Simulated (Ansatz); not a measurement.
GeSe (rock salt, Fm-3m) at seven volumes, plane-wave PAW LDA (Ansatz code), scaled uniformly. One row is withheld.

```tsv
V (Å³/atom)	P (GPa)
19.085	8.14
19.714	?
20.343	2.34
20.972	0.06
21.601	-1.91
22.231	-3.59
22.860	-5.03
```

Problem. Fit the shown pressures and predict the withheld one.

Solution. P = (3/2)B₀(x^(7/2) − x^(5/2))[1 + (3/4)(B′ − 4)(x − 1)] with x = (V₀/V)^(2/3). Least squares on the six rows gives V₀ = 20.988 Å³/atom, B₀ = 70.3 GPa, B′ = 4.15. At V = 19.714, x = 1.0426 and P = 5.01 GPa. The run itself gave 5.02 GPa.

The first step of the workflow began from a Materials Project structure, measured or hypothetical; the Crystallography Open Database copy checked does not list it. It is not the phase usual at ambient conditions (space group No. 62). Symmetry was held in the LDA relaxation. At this level the phase is dynamically unstable (imaginary phonons).

Potentials: the later of the program's two PAW sets.
